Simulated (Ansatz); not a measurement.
Relaxed-ion elastic tensor of BIr in space group P-6m2 (No. 187; B on 1b, Ir on 1e) in GPa (Voigt order), PBEsol (plane waves, PAW; program Ansatz); density 15.85 g/cm³, 10.64 Å³ per atom.

|  | 1 | 2 | 3 | 4 | 5 | 6 |
|---|---|---|---|---|---|---|
| 1 | 334 | 368 | 203 | 0.0 | 0.0 | 0.0 |
| 2 | 368 | 334 | 203 | 0.0 | 0.0 | 0.0 |
| 3 | 203 | 203 | 805 | 0.0 | 0.0 | 0.0 |
| 4 | 0.0 | 0.0 | 0.0 | 133 | 0.0 | 0.0 |
| 5 | 0.0 | 0.0 | 0.0 | 0.0 | 133 | 0.0 |
| 6 | 0.0 | 0.0 | 0.0 | 0.0 | 0.0 | -16.9 |

Problem. Is the crystal mechanically stable?

Solution. No: the smallest eigenvalue of C is -33.8 GPa.

The first step of the workflow began from a Materials Project structure, measured or hypothetical; the Crystallography Open Database copy checked does not list it. Whether it is the stable phase at ambient conditions was not checked. Symmetry was held in the PBEsol relaxation. At this level the phase is mechanically unstable. The run is not spin-polarised. As this level gives no gap, shear constants depend on the k-mesh and smearing (Fermi–Dirac, 0.1 eV here). On the denser mesh and wider smearing of the elastic run this cell carries a stress of 0.6 GPa. Spin–orbit coupling is left out wherever it is not named.

Potentials: the later of the program's two PAW sets.
